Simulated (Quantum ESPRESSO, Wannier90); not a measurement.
Pt (fcc (Cu type)), plane waves to Wannier functions

```xyz
1
Lattice="0.0000 1.9716 1.9716 1.9716 0.0000 1.9716 1.9716 1.9716 0.0000" Properties=species:S:1:pos:R:3 pbc="T T T"
Pt     0.0000     0.0000     0.0000
```

Materials Project entry mp-126; symmetrised, unrelaxed at this level. This is the element's usual structure. Method: PBEsol plane waves in Quantum ESPRESSO 7.5 (PseudoDojo norm-conserving files, 68 Ry, no spin polarisation, no spin-orbit coupling), Bloch states on a 12×12×12 mesh through Γ, Wannier90 4.0.1. Density: 18×18×18 mesh, cold smearing 0.01 Ry. Spin-orbit coupling is left out although heavy elements are present.

A tight-binding model is made by disentanglement and projection with no localisation steps (num_iter = 0), so the 9 orbitals stay atom-like: hydrogen-like Pt: s;p;d, axes along x, y, z; frozen window up to 1.50 eV relative to the Fermi level. It follows pw.x to 3.1 meV rms for states up to 1.0 eV relative to the Fermi level. Matrix elements depend on this choice of orbitals and windows.

Q: What are the on-site energies relative to the Fermi level, and how fast do the hoppings decay?

A: 
```tsv
atom	orbitals	energy (eV)
Pt1	s	4.23
Pt1	pz px py	13.05
Pt1	dz2 dx2-y2	-2.56
Pt1	dxz dyz dxy	-2.62
```

```tsv
distance of the centres (Å)	largest modulus (eV)
2–3	2.0
3–4	0.36
4–5	0.17
5–6	0.035
6–7	0.080
7–8	0.018
8–9	0.026
9–10	0.010
10–11	0.0057
11–12	0.0054
12–13	0.0015
```
